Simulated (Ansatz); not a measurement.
Mn (diamond, space group No. 227) under volume change, plane-wave PAW PBEsol (Ansatz code), scaled uniformly.

| V (Å³/atom) | E − E(relaxed) (meV/atom) | P (GPa) |
|---|---|---|
| 13.241 | 69.9 | 18.54 |
| 13.678 | 29.4 | 11.38 |
| 14.114 | 7.0 | 5.26 |
| 14.551 | 0.0 | 0.01 |
| 14.987 | 6.3 | -4.48 |
| 15.424 | 23.9 | -8.33 |
| 15.860 | 51.2 | -11.63 |

Q: What does a third-order Birch–Murnaghan fit give for V₀, B₀ and B′?

A: V₀ = 14.55 Å³/atom, B₀ = 161 GPa, B′ = 4.2.

Space group Fd-3m (diamond). The start of the workflow was typed in or built on a structure type; neither database checked (COD, Materials Project) lists it. It is not the phase usual at ambient conditions (space group No. 217). The PBEsol relaxation kept the symmetry of its start. At this level the phase is mechanically unstable. The workflow began spin-polarised and lost its moments. The volume moved by -30 % from the start of the relaxation.

Potentials: the later of the program's two PAW sets.
